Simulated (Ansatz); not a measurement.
SiO₂ under strain — electric field gradients

The cell is a structure deposited in the COD, relaxed with PBE at fixed cell and then changed (z stretched by 2 %, ions relaxed).

```xyz
6
Lattice="4.1667 0.0000 0.0000 0.0000 4.1667 0.0000 0.0000 0.0000 2.7178" Properties=species:S:1:pos:R:3 pbc="T T T"
Si    0.0000    0.0000    0.0000
Si    2.0833    2.0833    1.3589
O     1.2719    1.2719    0.0000
O     0.8114    3.3553    1.3589
O     2.8948    2.8948    0.0000
O     3.3553    0.8114    1.3589
```

Sites (sets of like atoms) are named by element and the number of their first atom in this list.

The numbers come from a DFT calculation in Ansatz (PBE, plane waves and PAW, scalar-relativistic, 420 eV cutoff, Γ-centred 7×7×11 k-points, Fermi–Dirac smearing 0.02 eV).

V_zz is the principal component of the electric field gradient with the largest magnitude, η = (V_xx − V_yy)/V_zz and C_Q = eQV_zz/h. Directions are in the Cartesian axes of the cell vectors above, for the atom listed; none is given where the gradient is under 0.02 or η is above 0.95.

```json
{"site": "Si", "first atom": "1", "first shell": "6 O at 1.78–1.80 Å", "V_zz (10²¹ V/m²)": "-1.02", "η": "0.63", "direction of V_zz (x, y, z)": "0.00 0.00 1.00"}
{"site": "O", "first atom": "3", "first shell": "3 Si at 1.78–1.80 Å", "V_zz (10²¹ V/m²)": "-11.38", "η": "0.12", "direction of V_zz (x, y, z)": "-0.71 0.71 0.00"}
```

At O V_zz stands upright on the plane through its three neighbours (within 1°).

At this changed cell the PBE pressure is 5 GPa.
